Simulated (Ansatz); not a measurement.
The elements of this relaxed trial crystal are hidden behind letters.

```
lattice vectors (Å)
  -3.0878    3.0878    3.0878
   3.0878   -3.0878    3.0878
   3.0878    3.0878   -3.0878
fractional positions
X 0.0000 0.0000 0.0000
Z 0.0000 0.5000 0.5000
Z 0.5000 0.0000 0.5000
Z 0.5000 0.5000 0.0000
```

Theory: DFT PBE, scalar-relativistic, plane waves, PAW in Ansatz. Cutoff 420 eV, Γ-centred 10×10×10 mesh (4-atom cell), Gaussian smearing of 0.10 eV, no spin polarisation.

```
Space group                                 : Im-3m (No. 229)
Conventional cell                           : a = 6.176 Å
Volume per atom                             : 29.44 Å³
Density                                     : 5.79 g/cm³
Formation energy                            : +0.22 eV/atom
Gap on the 10×10×10 mesh of the 4-atom cell : 0 eV (a metal)
```

Energies are uncorrected and count from the elements' standard states at the same level.

Q: X is a p-block element of period 3 and Z is a p-block element of period 5. Which elements are they?

A: X = Si, Z = Te, so the formula is SiTe3. Density times volume gives a mean mass of 5.79 × 29.44/1.6605 = 102.7 u per atom, and this set has 102.7 u. Among the elements that the hints allow, noble gases aside, only these give it. Around Si lie 6 Te at 3.09 Å; Te is surrounded by 2 Si at 3.09 Å and 4 Te at 3.09 Å.

Spin–orbit coupling, which can matter for Te, is left out. Symmetry constrained the relaxation, so the result can be a saddle point.
